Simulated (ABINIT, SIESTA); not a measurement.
Given: the input of a run of ABINIT 10.8.3 (patched build) on Ti3Se. Atoms were shifted at random by some hundredths of an Å from the given cell, which wasn't relaxed again for these runs. The cell comes from a database or a generator and needn't be the stable form of this composition.

run.abi

```
# Pseudopotentials
pp_dirpath "./"
pseudos "Se.GGA_PBE-JTH.xml, Ti.GGA_PBE-JTH.xml"

# Structure
acell 3.1974455988 3.1974455988 7.942745 Angstrom
rprim
     1.0000000000     0.0000000000     0.0000000000
    -0.5000000000     0.8660254038     0.0000000000
     0.0000000000     0.0000000000     1.0000000000
ntypat 2
znucl 34 22
natom 4
typat 1 2 2 2
xred
    -0.0011540000     0.0064750000     0.0036350000
     0.6486990000     0.3355620000     0.4964740000
     0.3398740000     0.6827770000     0.7784920000
     0.3302270000     0.6752620000     0.2237280000
chkprim 0
chksymtnons 0
tolsym 1.0e-6

# Plane-wave basis
ecut 15.0
pawecutdg 30.0
pawxcdev 0

# k points
kptopt 1
ngkpt 10 10 4
nshiftk 1
shiftk 0.0 0.0 0.0

# Exchange and correlation
ixc -116133

# Bands and occupations
nband 26
occopt 3
tsmear 0.05 eV

# SCF cycle
nstep 100
tolvrs 1.0e-9

# Output
iomode 3
prtwf 0
prtden 0
prteig 0
prtebands 0
enunit 2
```

Potentials or basis: JTH PAW PBE v2.0.

The run is started by

```console
$ abinit run.abi > log 2>&1
```

Q: Translate it to SIESTA 5.4.2. Potentials or basis there: files PseudoDojo sr-pbesol-0.4.1-standard, DZP (energy shift 0.003 Ry; two zetas on semicore shells).

A: As run (cutoffs and basis follow the program's own potentials, and thresholds, step limits or extra output files can differ):

The input Ti3Se.fdf:

```
SystemName                      Ti3Se
SystemLabel                     Ti3Se
NumberOfSpecies                 2
NumberOfAtoms                   4
%block ChemicalSpeciesLabel
  1  34 Se
  2  22 Ti
%endblock ChemicalSpeciesLabel

LatticeConstant                 1.0 Ang
%block LatticeVectors
     3.1974455988     0.0000000000     0.0000000000
    -1.5987227994     2.7690691158     0.0000000000
     0.0000000000     0.0000000000     7.9427450000
%endblock LatticeVectors
AtomicCoordinatesFormat         Fractional
%block AtomicCoordinatesAndAtomicSpecies
    -0.0011540000     0.0064750000     0.0036350000  1  Se
     0.6486990000     0.3355620000     0.4964740000  2  Ti
     0.3398740000     0.6827770000     0.7784920000  2  Ti
     0.3302270000     0.6752620000     0.2237280000  2  Ti
%endblock AtomicCoordinatesAndAtomicSpecies

%block kgrid.MonkhorstPack
   10   0   0  0.0
    0  10   0  0.0
    0   0   4  0.0
%endblock kgrid.MonkhorstPack
XC.Functional                   GGA
XC.Authors                      PBEsol
PAO.BasisSize                   DZP
PAO.EnergyShift                 0.003 Ry
Mesh.Cutoff                     800 Ry
OccupationFunction              FD
ElectronicTemperature           0.05 eV
MaxSCFIterations                120
SCF.MustConverge                false
SCF.Mixer.Method                Pulay
SCF.Mixer.Weight                0.25
SCF.Mixer.History               8
SCF.DM.Tolerance                5.0e-05
SCF.H.Tolerance                 1.0e-03 eV
WriteForces                     true
Charge.Mulliken                 end
%block PAO.Basis
  Se 4
  n=4 0 2
    5.129 0.000
  n=4 1 2
    6.708 0.000
  n=3 2 2
    2.662 0.000
  n=4 2 1
    6.708
  Ti 5
  n=3 0 2
    3.151 0.000
  n=4 0 2
    8.703 0.000
  n=3 1 2
    3.568 0.000
  n=4 1 1
    8.703
  n=3 2 2
    6.267 0.000
%endblock PAO.Basis
```

Potentials or basis: PseudoDojo 0.4 standard (PBEsol files), converted to PSML, two zetas on semicore shells, DZP (energy shift 0.003 Ry; two zetas on semicore shells).

Command:

```sh
$ siesta < Ti3Se.fdf > Ti3Se.out 2>&1
```

Both were run:

|  | ABINIT | SIESTA |
| --- | --- | --- |
| Pressure | -3.5 GPa | -2.1 GPa |
| Energy over the undisturbed cell | 5.7 meV/atom | 12.2 meV/atom |

The potentials hold 42 and 52 valence electrons a cell.

ABINIT's potentials were made for PBE.

The two runs disagree by more than potentials and bases usually give (in gap, levels, pressure or energy); the cause wasn't traced.

Pressure is positive in compression.
